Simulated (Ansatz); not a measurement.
The start is a relaxed Mo cell, doubled along one cell vector, shaken by Gaussian noise of σ = 0.08 Å a coordinate. A full variable-cell relaxation at zero pressure is run with r2SCAN (plane waves to 500 eV, PAW, scalar-relativistic; Ansatz, a program for electronic structure). First-step values are on the input's coarse k-mesh.

Ansatz input (later rounds restart from its end on a renewed k-mesh):
Ansatz 0.2 input:
```yaml
crystal:
  lattice:
    - [4.6582297829, 0, 0]
    - [-4.658229783, 8.0682906573, 0]
    - [0, 0, 2.5436050588]
  atoms:
    - { symbol: Mo, position: [0.0042928647, -0.0091327847, -0.0813236654] }
    - { symbol: Mo, position: [-0.0208517123, 0.4853042568, -0.0450365867] }
    - { symbol: Mo, position: [0.333383027, 0.3448429823, 0.5050607121] }
    - { symbol: Mo, position: [0.3494843711, 0.8470840378, 0.5371404243] }
    - { symbol: Mo, position: [0.667734088, 0.1805977073, 0.4807109653] }
    - { symbol: Mo, position: [0.6560594862, 0.657266214, 0.5021806071] }
basis: { ecutwfc: 500, ecutrho_ratio: 4, xc_grid: 4, fft_grid_basis: typed }
kpoints: { mp_grid: { grid: [8, 4, 13] } }
hamiltonian:
  xc: r2scan
  dispersion: none
  pseudopotentials: { azcp: { folder: ./paw }, kind: paw }
scf: { occupations: { method: fermi_dirac, width: 0.05 } }
relax: { f_tol: 0.01, max_steps: 100, cell: { stress_tol: 0.02 } }
output: { forces: true, stress: true }
```

### Question
How large is the pressure on the unrelaxed cell, and of which sign?

### Answer
+3.3 GPa (positive: the cell is compressed).

### Question
By how much does the energy per atom fall from start to end?

### Answer
0.49 eV/atom.

### Question
How does the volume change?

### Answer
-1.8 %, from 15.93 to 15.64 Å³/atom.

### Question
How do the shortest distances between atoms change?

### Answer
The closest pairs of elements (up to four, under 3.6 Å), start → end: Mo–Mo 2.52 → 2.73 Å.

### Question
Is the relaxed structure metallic? Give its gap.

### Answer
No gap (metallic).

### Question
Give the final cell and atomic positions.

### Answer

Space group Im-3m (No. 229); a = b = c = 3.1509 Å, α = β = γ = 90.00°

| atom | site | symmetry | x | y | z |
|---|---|---|---|---|---|
| Mo | 2a | m-3m | 0.0000 | 0.0000 | 0.0000 |
(The calculation used a cell of 1 atom; values per cell refer to that cell.)

Final values are on a 21×21×21 k-mesh of the relaxed cell. No spin polarisation in the result.

Of the parent cell (P6/mmm (No. 191)): it is a generated cell of Mo: the first start was made by placing the elements on the sites of a structure type, and the end was not matched to a known phase here, so it may be hypothetical. Known forms of Mo include space group No. 229.
